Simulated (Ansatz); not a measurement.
Starting cell, SnO (litharge type, space group P4/nmm):

```
CELL_PARAMETERS angstrom
      3.77006     0.00000     0.00000
      0.00000     3.77006     0.00000
      0.00000     0.00000     4.55986
ATOMIC_POSITIONS crystal
  Sn 0.50000 0.00000 0.25348
  Sn 0.00000 0.50000 0.74652
  O  0.00000 0.00000 0.00000
  O  0.50000 0.50000 0.00000
```

In this cell atom 3 (O, nearest neighbour Sn at 2.211 Å; its periodic images, 3.8 Å or more away, move with it) is moved by s along Cartesian z, unit vector (0.000, 0.000, 1.000); all other atoms and the cell stay fixed.

All values below come from PBEsol-D3(BJ) (plane waves to 420 eV, PAW, scalar-relativistic; Ansatz, a first-principles code). k mesh 10×10×8 (Γ-centred), Fermi-Dirac smearing 0.05 eV. The energy includes the smearing's −TS. With partly filled bands, energies and forces of such displacements shift with the k mesh and the smearing. SnO was relaxed with its symmetry unable to fall. ΔE is measured from the undisplaced structure.

Successive frames, forces in eV/Å:

```
frame         ΔE (meV/cell)                F on Sn1                F on Sn2                F on O3                 F on O4
------------  -------------  ----------------------  ----------------------  ---------------------  ----------------------
s = -0.352 Å            426  (0.000, 0.000, -0.549)  (0.000, 0.000, -1.587)  (0.000, 0.000, 2.325)  (0.000, 0.000, -0.190)
s = -0.264 Å            243  (0.000, 0.000, -0.534)  (0.000, 0.000, -1.148)  (0.000, 0.000, 1.806)  (0.000, 0.000, -0.124)
s = -0.176 Å            109  (0.000, 0.000, -0.442)  (0.000, 0.000, -0.717)  (0.000, 0.000, 1.232)  (0.000, 0.000, -0.073)
```

Question: What are the energy and the forces in the next frame, s = -0.088 Å?

Answer: ΔE (meV/cell) = 28.

```csv
atom,Fx,Fy,Fz
Sn1,0.000,0.000,-0.267
Sn2,0.000,0.000,-0.324
O3,0.000,0.000,0.624
O4,0.000,0.000,-0.033
```

(A displaced cell: forces are minus the slopes of the energy, force constants its curvatures, and phonons follow from these.)
